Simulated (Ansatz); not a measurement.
Ge2Mo:
```yaml
crystal:
  lattice:
    - [-1.64867, 1.64867, 4.09211]
    - [1.64867, -1.64867, 4.09211]
    - [1.64867, 1.64867, -4.09211]
  atoms:
    - { symbol: Ge, position: [0.66214, 0.66214, 0.00000] }
    - { symbol: Ge, position: [0.33786, 0.33786, 0.00000] }
    - { symbol: Mo, position: [0.00000, 0.00000, 0.00000] }
```

Relaxed with PBEsol. Special points in fractions of this cell's reciprocal vectors: Γ (0.000, 0.000, 0.000); X (0.000, 0.000, 0.500); P (0.250, 0.250, 0.250); N (0.000, 0.500, 0.000); M (0.500, 0.500, -0.500); S (0.291, 0.709, -0.291); S0 (-0.291, 0.291, 0.291); R (-0.081, 0.081, 0.500); G (0.500, 0.500, -0.081).

Q: List the band energies nearest the Fermi level at these points for plane-wave PAW PBEsol with spin–orbit coupling (Ansatz code).

A: In eV from the Fermi level; about four levels below and three above (degenerate sets whole), none deeper than 8.9 eV; points with the same levels are listed once.

```tsv
k	below	above
Γ	-2.41 -2.41 -2.28 -2.28	0.45 0.45 2.83 2.83
X	-2.75 -2.75 -1.04 -1.04	1.92 1.92 2.12 2.12
P	-1.88 -1.88 -0.17 -0.17	1.93 1.93 3.98 3.98
N	-2.20 -2.20 -0.12 -0.12	1.88 1.88 2.88 2.88
M	-0.47 -0.47 -0.23 -0.23	0.48 0.48 3.11 3.11
S	-2.17 -2.17 -0.07 -0.07	1.39 1.39 3.49 3.49
R	-2.64 -2.64 -1.58 -1.58	1.61 1.61 1.89 1.89
```

Space group I4/mmm (MoSi2 or CaC2 type). The workflow started from a Materials Project entry (that database holds measured and hypothetical structures alike); the Crystallography Open Database copy checked does not list it. COD files the formula under space group No. 62, so this cell is another polymorph or a model. Its standing as an ambient phase is unchecked. The PBEsol relaxation kept the symmetry of its start; of distortions, only those at the zone centre were tested. No spin polarisation was allowed.

Potentials: the later of the program's two PAW sets.
